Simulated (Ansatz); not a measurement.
A geometry of C away from equilibrium: step 19 of the relaxation of a generated cell, C built in the beta-Sn structure type. The numbers are results of PBEsol (plane waves to 420 eV, PAW, scalar-relativistic; Ansatz, a program for electronic structure), not measurements. Γ-centred k-mesh 12×12×12 on the run's cell (coarser than for final values), Fermi–Dirac smearing 0.05 eV.

```yaml
crystal:
  lattice:
    - [-1.27065, 1.27065, 1.65360]
    - [1.27065, -1.27065, 1.65360]
    - [1.27065, 1.27065, -1.65360]
  atoms:
    - { symbol: C, position: [0.75000, 0.25000, 0.50000] }
    - { symbol: C, position: [0.00000, 0.00000, 0.00000] }
```

Which atoms carry the largest force, and which way does it point?

No atom: all forces are below 0.005 eV/Å; only the cell is out of equilibrium.

What is the pressure?

+24.3 GPa, compression positive.

How much energy per atom can still be gained by relaxing?

0.09 eV/atom; the path ends in Fd-3m (No. 227) (diamond type).

No spin polarisation in the result.

The run could not lose the symmetry of its start; a randomly shaken copy of 4 atoms returns to this structure.

All atoms sit on sites fixed by symmetry, so only the cell could relax.
